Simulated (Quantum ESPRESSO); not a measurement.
# Planted mistakes on one cell of Ga3InO4FN

These are calculations, not measurements. They come from pw.x of Quantum ESPRESSO 7.5, a plane-wave density functional program, with PseudoDojo standard norm-conserving files (v0.5 for PBE, v0.4.1 for LDA and PBEsol). The cells are made up: elements, strain and atom displacements were drawn at random, and nothing was relaxed. There is no spin polarisation, spin-orbit coupling or dispersion term.

The cell has 10 sites of a corundum lattice. Sites 1 to 4 hold Ga Ga Ga In; sites 5 to 10 hold O O F O O N. Cell vectors in Å: (2.546, 1.439, 4.632); (-2.545, 1.457, 4.625); (0.016, -3.095, 4.693). Settings: PBE, cutoff 1143 eV, 5 x 5 x 5 k mesh shifted by half a step, Fermi-Dirac smearing of 0.025 eV.

The intended run has a self-consistency threshold of 1e-07 eV, a smearing term of 0.000 eV, a pressure of 13.81 GPa and 13 iterations. Each further run changes one thing: all lengths scaled by 0.9910; atoms of sites 7 and 9 exchanged; cutoff 853 eV; files of PBEsol; k mesh 2 x 2 x 2; one electron removed; smearing 0.32 eV; threshold 0.04 eV. A coarse mesh keeps the shift, and a charged cell sits in a uniform background.

| run | change of free energy (eV) | smearing term -TS (eV) | change of P (GPa) | largest change of a force component (eV/Å) | iterations |
| --- | --- | --- | --- | --- | --- |
| A | -10.332 | -0.018 | -24.67 | 0.959 | 14 |
| B | -0.037 | -0.119 | 0.47 | 0.071 | 12 |
| C | -0.740 | 0.000 | 0.13 | 3.390 | 13 |
| D | 0.304 | 0.000 | 6.24 | 0.270 | 13 |
| E | 0.045 | 0.000 | 0.03 | 0.034 | 14 |
| F | 0.006 | 0.000 | 0.92 | 0.324 | 6 |
| G | 1.311 | 0.000 | -21.20 | 0.033 | 13 |
| H | 22.474 | 0.000 | -6.81 | 0.120 | 13 |

A rerun of the intended cell at 1437 eV and k mesh 7 x 7 x 7 moved values by no more than 0.004 eV in the cell's energy, 0.03 GPa in stress and 0.002 eV/Å in force.

Question: which change belongs to which run?

## Worked reading

Run F has the fewest iterations, as a run stopped early does. Run B has the largest smearing term, as wide smearing gives. Run D changes the volume by a factor of 0.9732; minus its pressure change over the logarithm of that factor, 230 GPa, is a rough bulk modulus with clamped atoms. Energies from files of another functional, or of a charged cell, have another zero and say nothing on stability; the pressure of a charged cell rests on the program's zero of potential too.

## Key

| run | change |
| --- | --- |
| A | one electron removed |
| B | smearing 0.32 eV |
| C | atoms of sites 7 and 9 exchanged |
| D | all lengths scaled by 0.9910 |
| E | k mesh 2 x 2 x 2 |
| F | threshold 0.04 eV |
| G | cutoff 853 eV |
| H | files of PBEsol |